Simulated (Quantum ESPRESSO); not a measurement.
Simulation results for Si7C (made-up cell)

Computed with Quantum ESPRESSO 7.5. Calculation on a made-up crystal cell, not a measurement: periodic Kohn-Sham density functional theory in plane waves with PseudoDojo standard norm-conserving scalar-relativistic pseudopotentials, each functional with its own files (v0.5 for PBE, v0.4.1 for LDA and PBEsol), no spin polarisation, no spin-orbit coupling, atoms not relaxed, stress positive in tension, energies less a fixed whole-eV offset for each atom's element; levels are Kohn-Sham levels at fractions of this cell's reciprocal vectors, counted from the reference band (half the neutral cell's valence electrons, rounded up) at Gamma; error bars cover cutoff and k-mesh only, not smearing or the files; added strain carries the atoms with the cell, and shear is the tensor component; each bar is the largest change over components, and at least 0.002 eV, 0.002 eV per angstrom or 0.02 GPa; energies are for the whole cell, and the offsets were chosen from early runs and are not element reference energies.

Entry: Si7C (made-up cell)

```
cell vectors (Å)
   5.3455     0.0452    -0.1000
   0.0452     5.3422    -0.0341
  -0.1000    -0.0341     5.2921
atoms (fractions of the cell vectors)
Si -0.00417 -0.00936  0.00082
Si  0.00289  0.48235  0.48840
C   0.53220  0.01663  0.50413
Si  0.45438  0.51129 -0.01975
Si  0.29019  0.23879  0.26306
Si  0.24229  0.75827  0.74653
Si  0.77324  0.23081  0.79675
Si  0.76199  0.76155  0.23444
```

It was run with lattice type zincblende/diamond, functional pbe, cutoff 1116 eV, fermi dirac smearing 0.1 eV, scf tolerance 1e-07 eV, electrons removed 0 and k mesh 6 x 6 x 6, shifted by half a step.

Atoms:
```
atoms element  atom site  atom energy offset (eV)
           Si          1                     -115
           Si          2                     -115
            C          3                     -163
           Si          4                     -115
           Si          5                     -115
           Si          6                     -115
           Si          7                     -115
           Si          8                     -115
```

Questions
1. Si7C (made-up cell): fermi level?
2. Give the missing stress yz for Si7C (made-up cell).
3. Give the table of forces values for Si7C (made-up cell).

## Answers
1. 0.03594 eV
2. 6.511 GPa
3. 
Forces:
```
site  x (eV/Å)  y (eV/Å)  z (eV/Å)
   1     3.958    -1.343     2.553
   2   -0.1891  -0.08781    0.7443
   3   -0.1104   -0.2244   -0.2457
   4     3.636    -1.738     2.107
   5    0.2142    -1.433     1.373
   6  -0.01168     2.046    -3.665
   7    -4.504     3.464    -5.198
   8    -2.993   -0.6831     2.332
```

Further results for Si7C (made-up cell):

```
free energy less offsets : 2.873 eV
smearing term minus ts   : -0.02163 eV
scf iterations           : 10
pressure                 : -0.1863 GPa
stress xx                : 1.422 GPa
stress yy                : -1.208 GPa
stress zz                : 0.345 GPa
stress xz                : -3.434 GPa
stress xy                : 5.649 GPa
reference band           : 16
error bar energy         : 0.002 eV
error bar stress         : 0.02 GPa
error bar force          : 0.009379 eV/Å
error bar next band up   : 0.002 eV
error bar fermi level    : 0.01913 eV
error bars from          : tighter rerun of a related cell
```

Levels:
```
level k point  next band up (eV)
        Gamma             0.4716
(1/2,1/2,1/2)            -0.3279
   (0.15,0,0)            0.05966
   (0,0.15,0)             0.1722
   (0,0,0.15)            0.05019
```
